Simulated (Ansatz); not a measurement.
Below is a relaxed structure of Al2H3. The cell was found from a structure generator's guess, not taken from experiment.

Theory: DFT PBE, scalar-relativistic, plane waves, PAW in Ansatz. Cutoff 420 eV, Γ-centred mesh, Gaussian smearing, no spin polarisation.

```cif
data_structure
_symmetry_space_group_name_H-M 'P 1'
_symmetry_Int_Tables_number 1
_cell_length_a 4.6945
_cell_length_b 4.6945
_cell_length_c 4.6945
_cell_angle_alpha 55.922
_cell_angle_beta 55.922
_cell_angle_gamma 55.922
_cell_volume 66.24
loop_
_atom_site_label
_atom_site_type_symbol
_atom_site_fract_x
_atom_site_fract_y
_atom_site_fract_z
_atom_site_occupancy
Al1 Al 0.23975 0.23975 0.23975 1
Al2 Al 0.76025 0.76025 0.76025 1
H1 H 0.50000 0.50000 0.00000 1
H2 H 0.00000 0.50000 0.50000 1
H3 H 0.50000 0.00000 0.50000 1
```

Formation energies are uncorrected and refer to the elements' standard structures at the same level (H₂ as a molecule).

Task: Find its symmetry and describe it.

Result: R-3m (No. 166). Conventional cell: a = 4.402 Å, c = 11.841 Å. Al has 3 H at 1.69 Å; H has 2 Al at 1.69 Å and 4 H at 2.20 Å.

Task: What is its formation energy per atom?

Result: +0.29 eV/atom. It can't be a ground state, since the elements alone are lower.

Task: Is it a metal?

Result: Yes, bands cross the Fermi level on the 12×12×12 mesh.

The last run used a 12×12×12 mesh for its 5-atom cell and Gaussian smearing of 0.10 eV. Weakly bound directions are ill-defined at this level, which has no dispersion term. The cell is a metal run without spin; a magnetic state may lie lower. With hydrogen, zero-point motion can shift formation energies by some tens of meV/atom. Symmetry constrained the relaxation, so the result can be a saddle point. Another cell of Al2H3 relaxed alike, in Cm, lies 121 meV/atom lower, so this cell isn't the stable form at this level.
